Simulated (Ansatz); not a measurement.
Task: Name crystals whose computed values (DFT-PBEsol in the program Ansatz with PAW potentials) fall in these windows: gap (eV) 0.72 to 0.91; G_Hill (GPa) 86 to 100.

Result: 

```tsv
crystal	gap (eV)	G_Hill (GPa)
NaCoO2, R-3m (Na on 3a, Co on 3b, O on 6c)	0.84	93.0
```
Others may fit too.

Standing as an ambient phase not checked: NaCoO2, R-3m (Na on 3a, Co on 3b, O on 6c). The cell was relaxed under the symmetry of its start. Rows with no word on spin ran without spin polarisation.

Potentials: the later of the program's two PAW sets.
